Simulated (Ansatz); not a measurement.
Data sheet: AlPt (DFT)

AlPt:
Space group Pm-3m (No. 221); a = b = c = 3.039 Å, α = β = γ = 90.00°

```csv
atom,site,symmetry,x,y,z
Al,1a,m-3m,0.0000,0.0000,0.0000
Pt,1b,m-3m,0.5000,0.5000,0.5000
```

Space group Pm-3m (No. 221), CsCl type; conventional cell a = 3.039 Å, b = 3.039 Å, c = 3.039 Å, α = 90.00°, β = 90.00°, γ = 90.00°.

Method: LDA in the plane-wave PAW code Ansatz. Structure relaxed to zero pressure with the same functional. Other levels are named where they apply.

Cell and energy:

```json
{
 "volume_per_atom": "14.03 Å³",
 "density": "13.14 g/cm³",
 "Formation energy from the elements (no fitted shifts)": "-0.96 eV/atom"
}
```

Electronic structure:

```json
{
 "electronic_character": "metallic (no gap)",
 "Density of states at the Fermi level": "0.33 states/eV per atom (mean over ±0.08 eV)"
}
```

Mechanics:

```json
{
 "Bulk modulus (Birch–Murnaghan fit)": "213 GPa",
 "Pressure derivative B′": "4.6",
 "Elastic constants (relaxed ions, GPa)": "C11 = 219, C12 = 209, C44 = 89.7",
 "mechanical_stability": "stable (all eigenvalues of C positive)"
}
```

Phonons:

```json
{
  "highest_zone_centre_frequency": "226 cm⁻¹",
  "zone_centre_stability": "no imaginary mode at Γ"
}
```

The first step of the workflow began from a Materials Project structure, measured or hypothetical; the Crystallography Open Database copy checked does not list it. With Al and Pt taken as one species the cell has the higher symmetry Im-3m, so it may be an ordered model of a mixed-site phase. Whether it is the stable phase at ambient conditions was not checked. The cell was relaxed with LDA under the symmetry of its start. No spin polarisation was allowed. As this level gives no gap, shear constants depend on the k-mesh and smearing (Fermi–Dirac, 0.1 eV here). As this level gives no gap, phonon frequencies hold no LO–TO term and depend on the k-mesh and smearing (Fermi–Dirac, 0.1 eV here). The references are the lowest solids computed at this level, not always the standard phases. Spin–orbit coupling is left out wherever it is not named.

Potentials: the later of the program's two PAW sets.
